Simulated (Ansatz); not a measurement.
AsRu (CsCl type, Pm-3m) at seven volumes, the program Ansatz at the PBE level (PAW), scaled uniformly. One row is withheld.

```csv
V (Å³/atom),P (GPa)
13.283,22.88
13.721,?
14.159,6.31
14.596,0.00
15.034,-5.45
15.472,-9.94
15.910,-13.67
```

### Question
Fit the shown pressures and predict the withheld one.

### Answer
P = (3/2)B₀(x^(7/2) − x^(5/2))[1 + (3/4)(B′ − 4)(x − 1)] with x = (V₀/V)^(2/3). Least squares on the six rows gives V₀ = 14.593 Å³/atom, B₀ = 195 GPa, B′ = 4.75. At V = 13.721, x = 1.0419 and P = 13.91 GPa. The run itself gave 13.74 GPa.

A made-up cell: these elements were put on the sites of a structure type; neither database checked (COD, Materials Project) lists it. Its standing as an ambient phase is unchecked. The PBE relaxation kept the symmetry of its start; its stability against distortions is not shown here. No spin polarisation was allowed.

Potentials: the earlier of the program's two PAW sets.
